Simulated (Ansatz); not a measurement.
Mg (hcp (Mg type), P6_3/mmc) at seven volumes, DFT-PBEsol in the program Ansatz with PAW potentials, shape and atoms relaxed at each. One row is withheld.

| V (Å³/atom) | P (GPa) |
|---|---|
| 20.468 | 4.24 |
| 21.142 | 2.61 |
| 21.817 | ? |
| 22.492 | 0.00 |
| 23.167 | -1.04 |
| 23.841 | -1.93 |
| 24.516 | -2.70 |

Question: Fit the shown pressures and predict the withheld one.

Answer: Third-order Birch–Murnaghan: P = (3/2)B₀(x^(7/2) − x^(5/2))[1 + (3/4)(B′ − 4)(x − 1)] with x = (V₀/V)^(2/3). Least squares on the six rows gives V₀ = 22.492 Å³/atom, B₀ = 37.23 GPa, B′ = 4.00. At V = 21.817, x = 1.0205 and P = 1.21 GPa. The run itself gave 1.21 GPa.

Symmetry was held in the PBEsol relaxation.

Potentials: the earlier of the program's two PAW sets. The files were generated under PBE; for other functionals the program regenerates the frozen cores, and for LDA and PBEsol the local potential too.
